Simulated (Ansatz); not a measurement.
Input:

YMnO3:
```yaml
crystal:
  lattice:
    - [5.81976, 0.00000, 0.00000]
    - [0.00000, 7.37305, 0.00000]
    - [0.00000, 0.00000, 5.26799]
  atoms:
    - { symbol: Y, position: [0.41663, 0.25000, 0.98207], spin: 0.0 }
    - { symbol: Y, position: [0.91663, 0.25000, 0.51793], spin: 0.0 }
    - { symbol: Y, position: [0.58337, 0.75000, 0.01793], spin: 0.0 }
    - { symbol: Y, position: [0.08337, 0.75000, 0.48207], spin: 0.0 }
    - { symbol: Mn, position: [0.00000, 0.00000, 0.00000], spin: 3.7 }
    - { symbol: Mn, position: [0.50000, 0.50000, 0.50000], spin: 3.7 }
    - { symbol: Mn, position: [0.00000, 0.50000, 0.00000], spin: 3.7 }
    - { symbol: Mn, position: [0.50000, 0.00000, 0.50000], spin: 3.7 }
    - { symbol: O, position: [0.03808, 0.25000, 0.11289], spin: 0.1 }
    - { symbol: O, position: [0.53808, 0.25000, 0.38711], spin: 0.1 }
    - { symbol: O, position: [0.96192, 0.75000, 0.88711], spin: 0.1 }
    - { symbol: O, position: [0.46192, 0.75000, 0.61289], spin: 0.1 }
    - { symbol: O, position: [0.32600, 0.55379, 0.20206], spin: 0.1 }
    - { symbol: O, position: [0.82600, 0.94621, 0.29794], spin: 0.1 }
    - { symbol: O, position: [0.67400, 0.05379, 0.79794], spin: 0.1 }
    - { symbol: O, position: [0.17400, 0.44621, 0.70206], spin: 0.1 }
    - { symbol: O, position: [0.67400, 0.44621, 0.79794], spin: 0.1 }
    - { symbol: O, position: [0.17400, 0.05379, 0.70206], spin: 0.1 }
    - { symbol: O, position: [0.32600, 0.94621, 0.20206], spin: 0.1 }
    - { symbol: O, position: [0.82600, 0.55379, 0.29794], spin: 0.1 }
```

This is the r²SCAN-relaxed structure.

Question: All from the program Ansatz at the r²SCAN level (PAW), unless another level is named. Give the band gap.

Answer: 0.23 eV (smallest direct gap 0.24 eV).

Question: Give the electron effective mass.

Answer: 0.72, 2.0, 3.9 mₑ (principal values).

Question: And the hole effective mass?

Answer: 1.9, 2.5, 3.3 mₑ (principal values).

Question: Give the weight of the conduction-edge state by species (Voronoi cells).

Answer: Mn 67 %, O 31 %, Y 3 %.

Question: Predict the weight of the valence-edge state by species (Voronoi cells).

Answer: Mn 59 %, O 40 %.

Space group Pnma. The cell is a constructed one: a structure type filled with these elements; the Crystallography Open Database copy checked does not list it. COD files the formula under space group No. 185, 194, so this cell is another polymorph or a model. Whether it is the stable phase at ambient conditions was not checked. The cell was relaxed with r²SCAN under the symmetry of its start; its stability against distortions is not shown here. Spin order of the final state: ferromagnetic, chosen from 2 collinear starts compared on coarse meshes (ties went to the first, and starts can fall back to one state), not a proven ground state. The program gave a warning on the electronic state, which may not be the lowest. No Hubbard U is applied. Scalar-relativistic: spin–orbit coupling is off unless named, which matters more the heavier the elements.

Potentials: the later of the program's two PAW sets.
